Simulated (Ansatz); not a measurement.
Free-standing chains of the atoms of Na, named by their start (strip: triangular double chain, ladder: square double chain); atoms and period are relaxed, and energies count from relaxed bulk Na (Im-3m, 37.61 Å³/atom, gap on the mesh 0.00 eV).

All numbers below come from Ansatz, DFT r2SCAN, scalar-relativistic, plane waves, PAW.

Cutoff 500 eV, Gaussian smearing of 0.05 eV, energies at zero smearing, symmetry of each start kept, collinear spin where a moment is listed.

| start | atoms | k mesh | excess energy (eV per host atom) | period (Å) | gap on the mesh (eV) | highest filled level or Fermi level under vacuum (eV) | size of the moment (μB per cell) |
| --- | --- | --- | --- | --- | --- | --- | --- |
| linear chain | 1 | 1×1×20 | 0.650 | 3.405 | 0 | 3.17 | 0.10 |
| dimerised chain | 2 | 1×1×10 | 0.599 | 6.881 | 1.21 | 3.58 | 0.00 |
| zigzag chain | 2 | 1×1×11 | 0.562 | 4.559 | 0.33 | - | 0.00 |
| ladder chain | 4 | 1×1×10 | 0.556 | 6.882 | 0 | - | 0.40 |

What is found for strip chain?

excess energy (eV per host atom) 0.507, period (Å) 3.685, gap on the mesh (eV) 0, size of the moment (μB per cell) 0.42.

An odd mesh misses points on the zone edge, so a gap read on it can be too wide.

Each run keeps its start's symmetry and one magnetic start, so lower states can exist. Rows stand on unlike meshes and boxes, so starts that end alike can differ by a few hundredths of an eV per atom.

Cost: 5 runs of about 34 core-minutes in all, on Arm Neoverse V2 (shared hosts).